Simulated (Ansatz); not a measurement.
# Putting Cu into TlAgTe$_{2}$

Level of theory: Ansatz, DFT r2SCAN, scalar-relativistic, plane waves, PAW.

Plane waves to 500 eV, a k mesh through Γ of 12×12×12 on the computed 4-atom cell and Gaussian smearing (0.10 eV); no spin polarisation for the host; each changed cell takes a mesh and smearing chosen by its own gap and starts from the host's moments or customary ones, or runs without spin. Cells and atoms are relaxed to the nearest stationary point that keeps the symmetry of their start (forces under 0.02 to 0.04 eV/Å, stress under 0.1 to 0.2 GPa); energies are at zero smearing, without zero-point or thermal terms.

Relaxed host (gap on the mesh 0 eV):

```
CELL_PARAMETERS angstrom
-1.80080 1.80080 9.25768
1.80080 -1.80080 9.25768
1.80080 1.80080 -9.25768
ATOMIC_POSITIONS crystal
Tl 0.00000 0.00000 0.00000
Ag 0.75000 0.25000 0.50000
Te 0.36530 0.36530 0.00000
Te 0.63470 0.63470 0.00000
```

Cases: (1) 2 Cu in a 1×1×1 repeat of the cell, at (0.139 0.139 0.000), (0.861 0.861 0.000) in fractions of that repeat, 2.55 Å from the nearest atom of the relaxed host.

The table gives the energy per Cu taken from Cu metal (negative: uptake is favourable), the mean voltage, the swelling and the final surroundings.

| case | formula | energy per Cu (eV) | mean voltage (V) | ΔV (%) | principal strains (%) | nearest host atoms of the first Cu | gap (eV) |
| --- | --- | --- | --- | --- | --- | --- | --- |
| 1 | TlCu2AgTe2 | 0.18 | -0.18 | +18.6 | +9.1 +9.1 -0.3 | 7 (AgTeTl) from 2.71 Å | 0 |

Each ion keeps what symmetry its start has, so a lower place off a symmetric site can be missed, above all for H.

Voltages count 1 electron per Cu and hold for the ions inside the host, not for its break-up into other phases.

Relaxed structure of case 1:

```cif
data_structure
_symmetry_space_group_name_H-M 'I-4m2'
_symmetry_Int_Tables_number 119
_cell_length_a 3.9299
_cell_length_b 3.9299
_cell_length_c 18.4512
_cell_angle_alpha 90.000
_cell_angle_beta 90.000
_cell_angle_gamma 90.000
_cell_volume 284.96
loop_
_atom_site_label
_atom_site_type_symbol
_atom_site_symmetry_multiplicity
_atom_site_Wyckoff_symbol
_atom_site_fract_x
_atom_site_fract_y
_atom_site_fract_z
_atom_site_occupancy
Tl1 Tl 2 a 0.00000 0.00000 0.00000 1
Ag1 Ag 2 c 0.00000 0.50000 0.25000 1
Te1 Te 4 e 0.00000 0.00000 0.36413 1
Cu1 Cu 4 e 0.00000 0.00000 0.14677 1
```

Spin-orbit coupling is left out.

Cost: 2 runs of about 9.4 core-minutes in all, on AMD EPYC 9R45 (Zen 5) (shared hosts).